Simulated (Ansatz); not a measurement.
GaCuSe₂:
```yaml
crystal:
  lattice:
    - [-2.78490, 2.78490, 5.53702]
    - [2.78490, -2.78490, 5.53702]
    - [2.78490, 2.78490, -5.53702]
  atoms:
    - { symbol: Cu, position: [0.75000, 0.25000, 0.50000] }
    - { symbol: Cu, position: [0.00000, 0.00000, 0.00000] }
    - { symbol: Ga, position: [0.25000, 0.75000, 0.50000] }
    - { symbol: Ga, position: [0.50000, 0.50000, 0.00000] }
    - { symbol: Se, position: [0.11683, 0.12500, 0.49183] }
    - { symbol: Se, position: [0.63317, 0.62500, 0.50817] }
    - { symbol: Se, position: [0.37500, 0.88317, 0.00817] }
    - { symbol: Se, position: [0.87500, 0.36683, 0.99183] }
```

PBEsol (plane waves, PAW; program Ansatz) gives a gap of 0.12 eV without spin–orbit coupling, maximum at Γ, minimum at Γ.

Problem. What happens when spin–orbit coupling is switched on?

Solution. The gap shrinks by 0.04 eV, to 0.08 eV; maximum at Γ, minimum at Γ.

Space group I-42d (chalcopyrite). The cell was relaxed with PBEsol under the symmetry of its start. No spin polarisation was allowed.

Potentials: the later of the program's two PAW sets.
